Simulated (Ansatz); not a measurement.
Given:

GaBi:
```xyz
2
Lattice="0.0000 2.9429 2.9429 2.9429 0.0000 2.9429 2.9429 2.9429 0.0000" Properties=species:S:1:pos:R:3 pbc="T T T"
Bi     0.0000     0.0000     0.0000
Ga     2.9429     2.9429     2.9429
```

This is the PBEsol-relaxed structure.

### Question
All from DFT-PBEsol in the program Ansatz with PAW potentials, unless another level is named. Predict the bulk modulus (Birch–Murnaghan fit).

### Answer
56.3 GPa.

### Question
Predict the highest zone-centre frequency.

### Answer
111 cm⁻¹.

### Question
What about the elastic constants (relaxed ions, GPa)?

### Answer
C11 = 119, C12 = 25.2, C44 = 3.7.

Space group Fm-3m (rock salt). The cell is a constructed one: a structure type filled with these elements; neither database checked (COD, Materials Project) lists it. Its standing as an ambient phase is unchecked. The PBEsol relaxation kept the symmetry of its start; of distortions, only those at the zone centre were tested. As this level gives no gap, shear constants depend on the k-mesh and smearing (Fermi–Dirac, 0.1 eV here). As this level gives no gap, phonon frequencies hold no LO–TO term and depend on the k-mesh and smearing (Fermi–Dirac, 0.1 eV here). Spin–orbit coupling is left out wherever it is not named.

Potentials: the later of the program's two PAW sets.
